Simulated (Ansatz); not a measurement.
CrOSe (Janus 2H monolayer) was relaxed with 5 functionals in Ansatz, cell and atoms free, the symmetry of the start kept (meshes: PBE 12×12×1, r2SCAN 12×12×1, PBEsol 12×12×1, LDA 12×12×1, HSE06 6×6×1). Spin-unpolarised throughout. Whether this structure exists isn't addressed.

The LDA result:
```yaml
crystal:
  lattice:
    - [2.86357, 0.00000, 0.00000]
    - [-1.43179, 2.47993, 0.00000]
    - [0.00000, 0.00000, 29.63752]
  atoms:
    - { symbol: Cr, position: [0.33333, 0.66667, 0.31211] }
    - { symbol: O, position: [0.66667, 0.33333, 0.34443] }
    - { symbol: Se, position: [0.66667, 0.33333, 0.25446] }
```
Periodic in the plane only; c spans the vacuum.

In-plane lattice: a = 2.864 Å, b = 2.864 Å, γ = 120.0°; thickness between the outer nuclei 2.67 Å. Cr is surrounded by 3 O at 1.91 Å and 3 Se at 2.38 Å; O is surrounded by 3 Cr at 1.91 Å; Se is surrounded by 3 Cr at 2.38 Å and 6 Se at 2.86 Å.

(1) How does the cell change with r2SCAN?

(2) How does the cell change with PBEsol?

(3) Held at the r2SCAN cell, what mean stress do LDA and PBE find, and does its sign point to their own minimum?

The cell is metallic with PBE, r2SCAN, PBEsol, LDA, and these meshes limit the relaxed cells of a metal. A gap that a hybrid shows on its coarser mesh alone may close between the points.

Answers

(1) a = 2.918 Å; the area differs by +3.8 % from LDA's. Cr is surrounded by 3 O at 1.95 Å and 3 Se at 2.40 Å; O is surrounded by 3 Cr at 1.95 Å; Se is surrounded by 3 Cr at 2.40 Å.

(2) a = 2.888 Å; the area differs by +1.7 % from LDA's. Cr has 3 O at 1.93 Å and 3 Se at 2.39 Å; O has 3 Cr at 1.93 Å; Se has 3 Cr at 2.39 Å.

(3) Yes. LDA -4.60 N/m, and its relaxed area is -3.7 % from r2SCAN's; PBE +1.54 N/m, and its relaxed area is +1.0 % from r2SCAN's. Compression counts positive, so a positive stress asks for a larger cell.

The runs are scalar-relativistic, without spin-orbit coupling.

For some runs the program warns that the potential is rough where the density is thin, which bears on empty states near the vacuum.
